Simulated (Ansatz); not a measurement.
An Ansatz input:

```yaml
crystal:
  lattice:
    - [-4.0827132417, 4.0819027128, 2.1980610142]
    - [4.0819027128, -4.0827132417, 2.1980610142]
    - [4.0846882366, 4.0846882366, -2.1995454995]
  atoms:
    - { symbol: Ba, position: [0.9999757319, 2.42681e-05, 0.0] }
    - { symbol: Ba, position: [0.7500242681, 0.2499757319, 0.5] }
hamiltonian:
  xc: blyp
  pseudopotentials:
    kind: paw
    azcp:
      Ba: "pseudopotentials/Ba.paw.azcp"
basis:
  ecutwfc: 420
  fft_grid_basis: typed
kpoints:
  mp_grid: { grid: [10, 10, 7], shift: [0, 0, 0] }
magnetization:
  spin_polarized: false
scf:
  occupations: { method: fermi_dirac, width: 0.1 }
  lower_state_search: "off"
output:
  stress: true
```

and its output:

```
Engine: ansatz 0.2.0, aarch64-unknown-linux-gnu
Pseudopotentials: kind: paw
Pseudopotential: Ba, paw, valence charge 10, recommended cutoff 420 eV (normal) 
Functional definition: BLYP
  parameter beta = 0.0042
  parameter a = 0.04918
  parameter b = 0.132
  parameter c = 0.2533
  parameter d = 0.349
  exchange = b88_x(beta = beta)
  correlation = lyp_c(a = a, b = b, c = c, d = d)
Crystal: 2 atoms, lattice volume = 146.596 Å³
Basis set: ecut = 420 eV, 2907 PW (Γ), exchange–correlation on 90×90×90 points (8 copies of the dense FFT grid, shifted against one another)
Bands: 14, of which v1, the nominal top of the filled ones, is band 10 counted from 1 (9 counted from 0)
Symmetry: 4 space group operations
Space group: C2/c (ITA 15), of the structure as read, at distance tolerance 5.3e-5 Å
k-points: 196 of 700
Non-local potential: Ba, projectors of the file, l = 0: 3, l = 1: 2, l = 2: 2, l = 3: 2
PAW form: soft (Blöchl's): semilocal exchange-correlation on the pseudo side does not see the compensation charge
PAW frozen core: Ba, regenerated for the run's functional, and the local potential with it (the file was generated under x = pbe(κ = 0.804, μ = 0.2195149727645171), c = pbe(β = 0.06672455060314922))
PAW one-centre angular grid: Ba, 194 points (default); XC on 64 Gauss nodes
Initial density: superposition of atomic densities (neutral atoms: chi_scale 0, normalization atom), corrected by the library's trained network
Initial wavefunctions: pseudopotential atomic-orbital guess
Functional: x = b88, c = lyp
SCF iter   1: F=—  HF=-11936.242479 eV  |F-HF|=—  |Δ(HF+E_count)|=         —  Δρ=1.98e-3  dr2=9.92e-3  ethr=1.77e-3  ⟨swp⟩=6.7  Hψ=18712  notcnv=0
SCF iter   2: F=—  HF=-11936.243083 eV  |F-HF|=—  |Δ(HF+E_count)|=   6.04e-4  Δρ=1.30e-3  dr2=5.08e-3  ethr=4.96e-5  ⟨swp⟩=2.2  Hψ=5906  notcnv=0
SCF iter   3: F=—  HF=-11936.244378 eV  |F-HF|=—  |Δ(HF+E_count)|=   1.30e-3  Δρ=3.44e-4  dr2=3.61e-4  ethr=2.54e-5  ⟨swp⟩=3.0  Hψ=4787  notcnv=0
SCF iter   4: F=—  HF=-11936.244591 eV  |F-HF|=—  |Δ(HF+E_count)|=   2.13e-4  Δρ=1.09e-4  dr2=2.44e-5  ethr=1.81e-6  ⟨swp⟩=3.0  Hψ=5248  notcnv=0
SCF iter   5: F=—  HF=-11936.244627 eV  |F-HF|=—  |Δ(HF+E_count)|=   3.56e-5  Δρ=2.83e-5  dr2=1.57e-6  ethr=1.22e-7  ⟨swp⟩=3.0  Hψ=5203  notcnv=0
SCF iter   6: F=—  HF=-11936.244631 eV  |F-HF|=—  |Δ(HF+E_count)|=   4.38e-6  Δρ=7.90e-6  dr2=1.45e-7  ethr=7.85e-9  ⟨swp⟩=2.5  Hψ=4895  notcnv=0
SCF iter   7: F=-11936.244632 eV  HF=-11936.244632 eV  |F-HF|=1.60e-8  |Δ(HF+E_count)|=   3.52e-7  Δρ=1.86e-6  dr2=7.46e-9  ethr=5.00e-10  ⟨swp⟩=5.0  Hψ=10727  notcnv=0
SCF 1 converged in 7 iterations: F = -11936.244632 eV  dr2 = 7.46e-9
SCF converged after 7 iterations
Free energy (F): -11936.244632 eV
Harris-Foulkes:  -11936.244632 eV  (|F-HF|=1.60e-8)
Internal energy: -11936.131639 eV  (E = F + TS)
E sigma→0 (E₀):  -11936.188136 eV
Entropy (-TS):   -0.112992 eV (-56.496 meV/atom)
Fermi energy:    5.175639 eV
--- Per-component energies (eV) ---
  E_band       = -190.339882
  E_kinetic    = 331.089511
  E_local      = -849.787178  (includes V_loc(G=0)·N_el)
  E_nonlocal   = 114.913458
  E_hartree    = 272.383216
  E_xc         = -326.567544
  E_vxc        = -258.851860  (∫ρ·V_xc dr)
  E_paw        = -10494.891874  (= ΣΔE_a)
  E_vpaw       = -72.470566  (= ΣTr[D̂ρ^β])
  E_aug_tail   = -0.000004  (compensation charges beyond the density's cutoff)
  E_ewald      = -983.432053
  E_core_change = 0.160828  (= ΣΔE_core)
  E_smearing   = -0.112992  (= −TS)
  E_closure    = 0.000000  (closes the sum)
  Σ components = -11936.244632   (vs F -11936.244632, Δ=0.00e0)
--- Stress (GPa, compression-positive) ---
       -0.571642       0.001650      -0.001676
        0.001650      -0.571642      -0.001676
       -0.001676      -0.001676      -0.678505
  P = ⅓ Tr σ = -0.6073 GPa (-6.073 kbar)
```

Launched by

```sh
ansatz run input.yaml --threads 2 --pin off --max-ram 5120MiB --backend cpu --events-out ev --progress --plain --runs-dir out
```

On 2 threads of Arm Neoverse N1 (shared host) this took about 19 s of wall time and 37 s of CPU time.
